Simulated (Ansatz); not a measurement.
## SiO2 with arsenic replacing Si: gradients before and after relaxing the atoms

Start: a supercell of SiO2 (cristobalite type, P4_12_12) built from a structure deposited in the COD, with all atoms left at the host's positions.

```cif
data_Si7AsO16
_symmetry_space_group_name_H-M 'C2'
_symmetry_Int_Tables_number 5
_cell_length_a 15.6069
_cell_length_b 7.0456
_cell_length_c 7.0456
_cell_angle_alpha 90.000
_cell_angle_beta 116.836
_cell_angle_gamma 90.000
loop_
_atom_site_label
_atom_site_type_symbol
_atom_site_symmetry_multiplicity
_atom_site_Wyckoff_symbol
_atom_site_fract_x
_atom_site_fract_y
_atom_site_fract_z
As As 2 a 0.0000 0.2990 0.0000
Si2 Si 2 b 0.5000 0.2990 0.5000
Si3 Si 4 c 0.3750 0.0000 0.5760
Si4 Si 4 c 0.3750 0.5000 0.0760
Si5 Si 4 c 0.7500 0.7010 0.7500
O9 O 4 c 0.9109 0.1717 0.9791
O10 O 4 c 0.4109 0.1717 0.4791
O11 O 4 c 0.7859 0.5682 0.6143
O12 O 4 c 0.2859 0.5682 0.1143
O13 O 4 c 0.6609 0.8283 0.5927
O14 O 4 c 0.1609 0.8283 0.0927
O15 O 4 c 0.5359 0.4318 0.7076
O16 O 4 c 0.5359 0.9318 0.2076
```

One atom of each set is listed; the run and its k-mesh use a cell of 24 atoms with edges of 8.56, 8.56, 7.05 Å.

Method: Kohn–Sham DFT in Ansatz, PBE, plane waves and PAW, scalar-relativistic, collinear spin, 420 eV cutoff, Γ-centred 3×3×3 k-points, Fermi–Dirac smearing 0.01 eV. Start moments as typed (μB): 1 on each As, none on the rest.

The largest force at the start is 5.2 eV/Å. Relaxing the ions at fixed cell moves them by 0.514 Å at most (atom 24, O) and 0.200 Å rms.

```
site  moved (Å)                          first shell before                           first shell after  V_zz before (10²¹ V/m²)  η before
  As      0.175                          4 O at 1.60–1.61 Å                          4 O at 1.77–1.88 Å                     0.81      0.80
 Si2      0.086                          4 O at 1.60–1.61 Å                          4 O at 1.62–1.64 Å                    -0.21      0.63
 Si3      0.084                          4 O at 1.60–1.61 Å                          4 O at 1.62–1.64 Å                     0.81      0.51
 Si4      0.132                          4 O at 1.60–1.61 Å                          4 O at 1.62–1.65 Å                     0.61      0.46
 Si5      0.082                          4 O at 1.60–1.61 Å                          4 O at 1.62–1.63 Å                    -0.28      0.58
  O9      0.514  1 As at 1.60 Å, 1 Si at 1.61 Å, angle 147°  1 Si at 1.65 Å, 1 As at 1.88 Å, angle 120°                    11.91      0.13
 O10      0.082             2 Si at 1.60–1.61 Å, angle 147°                  2 Si at 1.62 Å, angle 145°                     9.08      0.17
 O12      0.312             2 Si at 1.60–1.61 Å, angle 147°                  2 Si at 1.62 Å, angle 136°                     9.12      0.14
 O14      0.044             2 Si at 1.60–1.61 Å, angle 147°                  2 Si at 1.63 Å, angle 142°                     9.18      0.13
 O16      0.089  1 Si at 1.60 Å, 1 As at 1.61 Å, angle 147°  1 Si at 1.64 Å, 1 As at 1.77 Å, angle 140°                    11.99      0.14
```

(1) How do the gradients change?

## Answers

(1) 

```json
{"site": "As", "V_zz after": "-7.20", "η after": "0.49", "change of V_zz": "–"}
{"site": "Si2", "V_zz after": "0.79", "η after": "0.15", "change of V_zz": "–"}
{"site": "Si3", "V_zz after": "0.74", "η after": "0.88", "change of V_zz": "-0.07"}
{"site": "Si4", "V_zz after": "-0.64", "η after": "0.86", "change of V_zz": "–"}
{"site": "Si5", "V_zz after": "0.65", "η after": "0.80", "change of V_zz": "–"}
{"site": "O9", "V_zz after": "9.22", "η after": "0.85", "change of V_zz": "-2.69"}
{"site": "O10", "V_zz after": "9.55", "η after": "0.20", "change of V_zz": "+0.47"}
{"site": "O12", "V_zz after": "8.76", "η after": "0.30", "change of V_zz": "-0.36"}
{"site": "O14", "V_zz after": "9.54", "η after": "0.24", "change of V_zz": "+0.36"}
{"site": "O16", "V_zz after": "12.90", "η after": "0.28", "change of V_zz": "+0.91"}
```

The largest change of V_zz along a kept axis is on O9, from 11.91 to 9.22. The whole tensor moves most on As, by 7.12 along its most changed direction. In per cent, |V_zz| changes by -23 to +8 on O (all sites that start above 2). Where |V_zz| stays above 0.1 and the axes keep their order, η moves most on O9, from 0.13 to 0.85. On As, Si4, Si5, Si2 the largest principal value lies along another axis in the second run, so the two V_zz can't be compared directly. The table leaves out 3 of the 13 sites, with |V_zz| up to 9.66; their tensors move by 1.12 at most along any direction. The statements above cover all sites. The electronic state changes along with the positions (absolute moment from 0.1 to 1.1 μB, a gap opens), so the changes aren't those of geometry alone. The host's own positions weren't relaxed first, so part of the change far from the defect can be the host's relaxation.

The defect repeats with the cell of 24 atoms, so it feels its images: sites between two images don't show the values beside a lone defect, and zeros or small values of η there can come from the images' arrangement. O and Si carry a gradient in the pure host already, so the values there aren't the defect's effect alone.
Before: The defect cell has no gap above 0.1 eV on its mesh, so the values can hang on the smearing and the k-mesh. The cell keeps the host's lattice, where the PBE pressure is 14 GPa. The start moments die out, and the run ends without spin. The neighbours have not yet relaxed around the defect (largest force 5.2 eV/Å), so the values at and beside it are those of a strained start, not of the defect in a real crystal.
After: The relaxation keeps the site symmetry 2 of the start, so the impurity can move only along its axis; a start off the site could end lower. With a gap of 0.7 eV on this mesh, small gradients can still move by 0.1 × 10²¹ V/m² or more as the k-mesh gets denser. The run lost most of its start moments on As; a state with other moments may lie lower.
